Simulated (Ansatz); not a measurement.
MoW (rock salt, Fm-3m), a = b = c = 5.2119 Å, α = β = γ = 90.00°; the cell used has 2 atoms.

Relaxed with r²SCAN.

Tabulate the valence density and the electron localisation function along the shortest Mo–W contact (2.61 Å), plane-wave PAW r²SCAN (Ansatz code).



| distance from Mo (Å) | density (e/Å³) | ELF |
|---|---|---|
| 0.26 | 6.89 | 0.56 |
| 0.39 | 6.20 | 0.70 |
| 0.52 | 4.91 | 0.75 |
| 0.65 | 3.37 | 0.74 |
| 0.78 | 2.04 | 0.65 |
| 0.91 | 1.16 | 0.50 |
| 1.04 | 0.72 | 0.38 |
| 1.17 | 0.55 | 0.35 |
| 1.30 | 0.51 | 0.38 |
| 1.43 | 0.56 | 0.38 |
| 1.56 | 0.74 | 0.41 |
| 1.69 | 1.16 | 0.52 |
| 1.82 | 2.03 | 0.67 |
| 1.95 | 3.39 | 0.75 |
| 2.08 | 4.82 | 0.74 |
| 2.22 | 5.72 | 0.60 |
| 2.35 | 5.77 | 0.33 |

The density is the valence pseudo-density with augmentation charge, so density and ELF within about 1 Å of a nucleus are not all-electron values.

The start of the workflow was typed in or built on a structure type; neither database checked (COD, Materials Project) lists it. Its standing as an ambient phase is unchecked. The r²SCAN relaxation kept the symmetry of its start. At this level the phase is mechanically unstable. No spin polarisation was allowed. Its formation energy is positive at this level, so the cell may be metastable or incomplete. Scalar-relativistic: spin–orbit coupling is off unless named, which matters more the heavier the elements.

Potentials: the earlier of the program's two PAW sets.
